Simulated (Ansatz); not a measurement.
LiF (rock salt)

```
CELL_PARAMETERS angstrom
      0.00000     4.06787     4.06787
      2.03393     2.03393     4.06787
      2.03393     2.03393     0.00000
ATOMIC_POSITIONS crystal
  F  0.00000 0.00000 0.00000
  F  0.50000 0.00000 0.00000
  Li 0.00000 0.50000 0.50000
  Li 0.50000 0.50000 0.50000
```

The atoms are displaced by Q × the pattern below (from a DFPT mode at X = (0.5, 0.5, 0.0), largest move 1; Q in Å), at fixed cell. It is one choice among 2 degenerate patterns. (q is in reciprocal vectors of the primitive cell; the cell shown is doubled to hold the pattern.)

```json
[
 {"atom": "F1", "x": "0.000", "y": "1.000", "z": "0.000"},
 {"atom": "F2", "x": "0.000", "y": "-1.000", "z": "0.000"},
 {"atom": "Li3", "x": "0.000", "y": "-0.420", "z": "0.000"},
 {"atom": "Li4", "x": "0.000", "y": "0.420", "z": "0.000"}
]
```

Method: PBE (plane waves to 420 eV, PAW, scalar-relativistic; Ansatz, a first-principles code). k mesh 14×14×14 (Γ-centred), Fermi-Dirac smearing 0.05 eV. LiF was relaxed with its symmetry unable to fall. 

```
Q (Å)   −dE/dQ from forces (eV/Å)
------  -------------------------
-0.280                      2.576
-0.233                      2.101
-0.187                      1.649
-0.140                      1.218
-0.093                      0.803
-0.047                      0.399
0.000                       0.000
0.047                      -0.399
0.093                      -0.803
0.140                      -1.218
0.187                      -1.649
0.233                      -2.101
0.280                      -2.576
```

Q: What harmonic wavenumber does the curvature at Q = 0 give?

A: 239 cm⁻¹. E″ = 8.53 eV/Å², M = Σ mᵢ|uᵢ|² = 40.4 u, ν̃ = 521.5·√(|E″|/M).

(For displaced atoms, the force is minus the slope of the energy, and its curvature is a force constant, which sets phonon frequencies.)
